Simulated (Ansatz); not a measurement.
A comparison from first-principles data. The current through a thin insulator falls as exp(−2kd), with k the slowest decay constant of states in the gap.

The reference row is sapphire. The Fermi level is put at mid-gap. Of the planes computed for each crystal, the one with the slowest decay is listed. Wanted: the thickness for 4 decades of attenuation, and how many decades a 1.5 nm film gains over the reference.

Methods, by column (Ansatz, a plane-wave PAW program, with an older set of its potentials): plane, in the cell as filed, gap, decay constant k, slowest state: r²SCAN, complex band structure, on cells taken as filed or relaxed beforehand.

Not checked to be the ambient phase: BaAlGeH (P3m1, hP4). No claim is made that these are known or stable phases: Se (R-3, hR6). Cells under pressure at the level used (negative: too large): sapphire −7 GPa. Spin–orbit coupling is left out unless named; no shift is given for BaAlGeH (P3m1, hP4), Se (R-3, hR6).

Model: decades per nm = 2k × 10 Å/ln 10 = 8.686 k; thickness = 4/(decades per nm); extra decades of a 1.5 nm film = 1.5 × (row − reference).

| crystal | plane, in the cell as filed | gap on the mesh (eV) | k at mid-gap (1/Å) | planes computed | slowest state | decades per nm | thickness (nm) | decades beyond the reference |
|---|---|---|---|---|---|---|---|---|
| sapphire (α-Al2O3), reference | (100) | 6.76 | 0.394 | 1 | at Γ | 3.422 | 1.17 | 0.0 |
| BaAlGeH (P3m1, hP4) | (100) | 1.07 | 0.096 | 4 | off Γ | [?] | [?] | [?] |
| lonsdaleite | (110) | 3.59 | 0.302 | 2 | at Γ | [?] | [?] | [?] |
| Se (R-3, hR6) | (100) | 1.27 | 0.112 | 2 | off Γ | 0.973 | 4.11 | −3.7 |
| B (α-B12) | (110) | 1.59 | 0.175 | 3 | off Γ | [?] | [?] | [?] |

Task: Complete the blanks.

Result: 
- lonsdaleite: decades per nm: 8.686 × 0.302 = 2.623; thickness: 4/2.623 = 1.52 nm; decades beyond the reference: 1.5 × (2.623 − 3.422) = −1.2.
- BaAlGeH (P3m1, hP4): decades per nm: 8.686 × 0.096 = 0.834; thickness: 4/0.834 = 4.80 nm; decades beyond the reference: 1.5 × (0.834 − 3.422) = −3.9.
- B: decades per nm: 8.686 × 0.175 = 1.520; thickness: 4/1.520 = 2.63 nm; decades beyond the reference: 1.5 × (1.520 − 3.422) = −2.9.

In order of decades per nm, highest first: sapphire (3.422 ± 0.21), lonsdaleite (2.623 ± 0.16), B (1.520 ± 0.091), Se (R-3, hR6) (0.973 ± 0.058), BaAlGeH (P3m1, hP4) (0.834 ± 0.050). The ± follows from allowances picked for this note (decay constant k 6 %), carried to first order and added in quadrature; ≈ joins neighbours closer than their two ± added in quadrature. 0 of the 4 others clearly beat the reference on this figure.

The gaps are the functional's own, as a rule smaller than measured ones, and k shrinks with them; planes not computed could decay more slowly; interface matching and symmetry filtering by the electrodes are not included. Where several phases of a formula are at hand, those over 0.1 eV/atom above the lowest were not drawn (by r²SCAN where it compared them, else by the largest value; a layered or molecular lowest phase counts only with a dispersion term); other phases could lie lower still. Crystals of Pb, Bi, Tl or Hg, those whose gap spin–orbit coupling moves by over 0.3 eV, and those of Te, I or Sb with no such test at hand were not drawn. Rows were sampled with a lean to familiar crystals, related or not, whatever their agreement with measurement; tables with many equal figures were not kept. Limits of the draw: gap over 1 eV, no layered crystals, primitive or conventional cells alone; no unfamiliar magnets, and cubic perovskites only if shown or known to be stable. As a rule kept out of such tables: 4f compounds, open-shell compounds run without a Hubbard term, cells found unstable in the tests at hand, cells close to a higher symmetry, and runs set to a pressure or over 12 % in volume from the crystal's fullest run.
